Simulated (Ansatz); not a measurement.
MoS2:
```xyz
3
Lattice="1.5880 0.9169 6.2240 -1.5880 0.9169 6.2240 0.0000 -1.8337 6.2240" Properties=species:S:1:pos:R:3 pbc="T T T"
Mo     0.0000     0.0000     0.0000
S      0.0000     0.0000    13.9998
S      0.0000     0.0000    10.8956
```

Relaxed with r²SCAN+D4.

Problem. Map the valence electron density (e/Å³), cut off at 1 on the plane through (0.000, 0.000, 0.000) spanned by u = [1, 0, 0] and v = [-1, 1, 1] in lattice vectors, from DFT-r²SCAN+D4 in the program Ansatz with PAW potentials.

Solution. x is the fraction of u, y of v (the angle between them is 47°; rows are the nearest grid lines); atoms in the plane: Mo at (0.00, 0.00), S at (0.50, 0.75), S at (0.17, 0.58).
```
|999996322211100000000001123599999|
|999999744444432110000000011238999|
|999999965567665321000000001124899|
|799999966799999985310000000112347|
|468999755689999999631000000012234|
|566654333358996139995210000012345|
|688865432235998204998421000012356|
|899999753222469985699852100001358|
|799867997532234699999863210001247|
|599931599743223468999753210000125|
|248995149985322223444432210000012|
|125999768997432222233322110000001|
|001247999998643222221111100000000|
|000124678887543222211111100000000|
|000000123343322111111111100000000|
|000000011222221111111111110000000|
|000000000000000001111111111111110|
|111000000000000000011111222111111|
|111000000000000000011111223222221|
|321110000000000000011111247998643|
|532111000000000000011112249999995|
|998421100000000000001112238999999|
|999832110000000000000111236999999|
|999996322211100000000001123599999|
```
Scale: ten equal steps from 0.000 (start of '0') to 1.00 (end of '9'), in the order '0123456789'; x runs from 0.000 to 1.00, y from 0.000 (bottom) to 1.00 (top).

The density is the valence pseudo-density with augmentation charge, so density and ELF within about 1 Å of a nucleus are not all-electron values.

Space group R3m. Symmetry was held in the r²SCAN+D4 relaxation; of distortions, only those at the zone centre were tested. No spin polarisation was allowed.

Potentials: the later of the program's two PAW sets.
